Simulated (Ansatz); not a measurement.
Te2Mo:
```
CELL_PARAMETERS angstrom
      3.55646     0.00000     0.00000
     -1.77823     3.07999     0.00000
      0.00000     0.00000    15.34389
ATOMIC_POSITIONS crystal
  Mo 0.33333 0.66667 0.25000
  Mo 0.66667 0.33333 0.75000
  Te 0.33333 0.66667 0.63215
  Te 0.66667 0.33333 0.13215
  Te 0.66667 0.33333 0.36785
  Te 0.33333 0.66667 0.86785
```

Relaxed with PBE. Special points in fractions of this cell's reciprocal vectors: Γ (0.000, 0.000, 0.000); M (0.500, 0.000, 0.000); K (0.333, 0.333, 0.000); A (0.000, 0.000, 0.500); L (0.500, 0.000, 0.500); H (0.333, 0.333, 0.500).

Q: List the band energies nearest the valence-band maximum at these points for PBE in the plane-wave PAW code Ansatz.

A: In eV from the valence-band maximum; about four levels below and three above (degenerate sets whole), none deeper than 8.9 eV; points with the same levels are listed once.

| k | below | above |
|---|---|---|
| Γ | -0.91 -0.91 -0.76 -0.14 | 2.97 2.97 3.01 3.01 |
| M | -0.78 -0.78 -0.41 -0.32 | 1.34 1.36 1.59 |
| K | -1.76 -1.76 -0.09 0.00 | 1.03 1.03 1.60 |
| A | -0.91 -0.91 -0.91 -0.91 -0.28 -0.28 | 2.99 2.99 2.99 2.99 |
| L | -0.78 -0.78 -0.37 -0.37 | 1.35 1.35 1.68 1.68 |
| H | -1.78 -1.78 -0.05 -0.05 | 1.03 1.03 1.81 1.81 |

Space group P6_3/mmc. Symmetry was held in the PBE relaxation. The run is not spin-polarised. A crystal of weakly bound layers computed without a dispersion correction: the cell and the soft elastic constants depend strongly on that. Spin–orbit coupling is left out wherever it is not named.

Potentials: the later of the program's two PAW sets.
